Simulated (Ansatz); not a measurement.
NiBi₃ (Cu3Au type, Pm-3m) under volume change, PBE (plane waves, PAW; program Ansatz), scaled uniformly.

```json
[
 {"V (Å³/atom)": "24.112", "E − E(relaxed) (meV/atom)": "48.0", "P (GPa)": "7.04"},
 {"V (Å³/atom)": "24.907", "E − E(relaxed) (meV/atom)": "…", "P (GPa)": "…"},
 {"V (Å³/atom)": "25.702", "E − E(relaxed) (meV/atom)": "4.7", "P (GPa)": "1.96"},
 {"V (Å³/atom)": "26.496", "E − E(relaxed) (meV/atom)": "0.0", "P (GPa)": "0.00"},
 {"V (Å³/atom)": "27.291", "E − E(relaxed) (meV/atom)": "…", "P (GPa)": "…"},
 {"V (Å³/atom)": "28.086", "E − E(relaxed) (meV/atom)": "16.1", "P (GPa)": "-3.07"},
 {"V (Å³/atom)": "28.881", "E − E(relaxed) (meV/atom)": "34.3", "P (GPa)": "-4.25"}
]
```

Q: What belongs in the gaps?

A: 
- 24.907, E − E(relaxed) (meV/atom): 20.1
- 24.907, P (GPa): 4.28
- 27.291, E − E(relaxed) (meV/atom): 4.2
- 27.291, P (GPa): -1.66

Q: What does a third-order Birch–Murnaghan fit give for V₀, B₀ and B′?

A: V₀ = 26.50 Å³/atom, B₀ = 60.1 GPa, B′ = 4.6.

The cell is a constructed one: a structure type filled with these elements; neither database checked (COD, Materials Project) lists it. Its standing as an ambient phase is unchecked. The cell was relaxed with PBE under the symmetry of its start; whether a distortion lowers the energy is not shown. The workflow began spin-polarised and lost its moments. The cell computed holds one magnetic atom, so no antiferromagnetic order was within reach. Scalar-relativistic: spin–orbit coupling is off unless named, which matters more the heavier the elements.

Potentials: the earlier of the program's two PAW sets.
